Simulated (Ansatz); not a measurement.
Al$_{2}$Cu:
```cif
data_Al2Cu
_chemical_formula_sum 'Al2 Cu1'
_space_group_name_H-M_alt 'P 1'
_space_group_IT_number 1
_cell_length_a 4.08484
_cell_length_b 4.08484
_cell_length_c 2.84653
_cell_angle_alpha 90.000
_cell_angle_beta 90.000
_cell_angle_gamma 90.000
loop_
_space_group_symop_operation_xyz
  'x, y, z'
loop_
_atom_site_label
_atom_site_type_symbol
_atom_site_fract_x
_atom_site_fract_y
_atom_site_fract_z
_atom_site_occupancy
Al1 Al 0.50000 0.00000 0.50000 1
Al2 Al 0.00000 0.50000 0.50000 1
Cu1 Cu 0.00000 0.00000 0.00000 1
```

Relaxed with PBEsol.

Question: Which orbitals make up the states near the Fermi level in plane-wave PAW PBEsol (Ansatz code)?

Answer: Within 0.5 eV of the Fermi level: Al 3p 61 %, Al 3s 16 %, Cu 3d 9 %, Cu 4s 8 %, outside the projected shells 6 %. Projections are on Löwdin-orthogonalised atomic valence shells; empty p or d shells of many metals are not among them.

Question: Tabulate the density of states.

Answer: States/eV per cell of 3 atoms, in 0.25 eV bins, energy from the Fermi level.

| E (eV) | total | Cu 3d | Al 3p | Al 3s |
|---|---|---|---|---|
| -7.85 | 0.44 | 0.01 | 0.21 | 0.13 |
| -7.60 | 0.52 | 0.02 | 0.25 | 0.18 |
| -7.35 | 0.63 | 0.03 | 0.30 | 0.23 |
| -7.10 | 0.71 | 0.05 | 0.33 | 0.27 |
| -6.85 | 0.83 | 0.08 | 0.36 | 0.33 |
| -6.60 | 1.05 | 0.15 | 0.39 | 0.46 |
| -6.35 | 1.20 | 0.26 | 0.40 | 0.48 |
| -6.10 | 1.44 | 0.50 | 0.42 | 0.48 |
| -5.85 | 1.74 | 0.84 | 0.41 | 0.45 |
| -5.60 | 2.25 | 1.33 | 0.45 | 0.41 |
| -5.35 | 1.96 | 1.28 | 0.41 | 0.22 |
| -5.10 | 4.22 | 3.33 | 0.63 | 0.17 |
| -4.85 | 4.74 | 3.85 | 0.68 | 0.13 |
| -4.60 | 6.91 | 5.98 | 0.74 | 0.13 |
| -4.35 | 10.25 | 9.49 | 0.61 | 0.06 |
| -4.10 | 6.62 | 6.20 | 0.31 | 0.06 |
| -3.85 | 1.58 | 1.14 | 0.32 | 0.10 |
| -3.60 | 1.16 | 0.67 | 0.35 | 0.11 |
| -3.35 | 1.04 | 0.47 | 0.42 | 0.12 |
| -3.10 | 1.09 | 0.39 | 0.55 | 0.12 |
| -2.85 | 1.56 | 0.65 | 0.73 | 0.13 |
| -2.60 | 1.16 | 0.34 | 0.66 | 0.12 |
| -2.35 | 1.05 | 0.25 | 0.64 | 0.10 |
| -2.10 | 1.18 | 0.27 | 0.72 | 0.11 |
| -1.85 | 1.15 | 0.23 | 0.72 | 0.12 |
| -1.60 | 1.08 | 0.19 | 0.69 | 0.13 |
| -1.35 | 1.06 | 0.17 | 0.69 | 0.14 |
| -1.10 | 1.30 | 0.17 | 0.88 | 0.17 |
| -0.85 | 1.14 | 0.13 | 0.78 | 0.14 |
| -0.60 | 0.97 | 0.10 | 0.66 | 0.12 |
| -0.35 | 0.90 | 0.09 | 0.60 | 0.12 |
| -0.10 | 0.87 | 0.07 | 0.56 | 0.12 |
| 0.15 | 0.86 | 0.07 | 0.51 | 0.15 |
| 0.40 | 0.94 | 0.08 | 0.49 | 0.21 |
| 0.65 | 1.02 | 0.08 | 0.50 | 0.27 |
| 0.90 | 1.12 | 0.08 | 0.52 | 0.32 |
| 1.15 | 1.24 | 0.07 | 0.57 | 0.36 |
| 1.40 | 1.25 | 0.07 | 0.60 | 0.32 |
| 1.65 | 1.14 | 0.06 | 0.56 | 0.27 |
| 1.90 | 1.17 | 0.06 | 0.59 | 0.25 |
| 2.15 | 1.34 | 0.06 | 0.70 | 0.29 |
| 2.40 | 1.40 | 0.06 | 0.75 | 0.29 |
| 2.65 | 1.28 | 0.05 | 0.69 | 0.24 |
| 2.90 | 1.22 | 0.04 | 0.64 | 0.21 |
| 3.15 | 1.24 | 0.03 | 0.63 | 0.22 |
| 3.40 | 1.45 | 0.03 | 0.67 | 0.28 |
| 3.65 | 1.42 | 0.03 | 0.63 | 0.28 |
| 3.90 | 1.22 | 0.02 | 0.55 | 0.23 |
| 4.15 | 1.34 | 0.02 | 0.58 | 0.26 |
| 4.40 | 1.54 | 0.02 | 0.64 | 0.30 |
| 4.65 | 1.33 | 0.02 | 0.56 | 0.23 |

Space group P4/mmm. The first step of the workflow began from a Materials Project structure, measured or hypothetical; the Crystallography Open Database copy checked does not list it. It is not the phase usual at ambient conditions (space group No. 140). The cell was relaxed with PBEsol under the symmetry of its start; of distortions, only those at the zone centre were tested. The run is not spin-polarised.

Potentials: the later of the program's two PAW sets.
